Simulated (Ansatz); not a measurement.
**Relaxing a structure of SnO**

The start is a relaxed SnO cell displaced along its unstable phonon at q = (½, 0, 0) of its primitive reciprocal cell (89i cm⁻¹), largest move 0.15 Å. The cell and all atomic positions are relaxed at zero pressure with r2SCAN (plane waves to 500 eV, PAW, scalar-relativistic; Ansatz, a program for electronic structure). The first steps use a coarse 5×10×10 k-mesh.

Initial structure:
```
SnO
1.0
    0.00000     5.40912     5.40912
    2.70456     0.00000     2.70456
    2.70456     2.70456     0.00000
O Sn
2 2
Direct
  0.10098   0.26601   0.26601
  0.64902   0.23399   0.23399
  0.00124   0.99917   0.99917
  0.49876   0.00083   0.00083
```

Problem. How much energy is released per atom?

Solution. 0.27 eV/atom.

Problem. Does it find its way back to the structure it was made from?

Solution. It does not go back: it reaches R3m (No. 160), 0.28 eV/atom below the parent.

Problem. Is the relaxed structure metallic? Give its gap.

Solution. 1.18 eV, indirect (valence top at 36 % of the way from F to Γ, conduction bottom at Γ) (no spin-orbit coupling).

Final values are on a 15×15×15 k-mesh of the relaxed cell. No spin polarisation in the result.

The run could not lose the symmetry of its start: the end is stationary, and may be a saddle point rather than a minimum.

The relaxed structure here is a generated cell of SnO: the first start was made by placing the elements on the sites of a structure type, and the end was not matched to a known phase here, so it may be hypothetical. Known forms of SnO include space group No. 129.
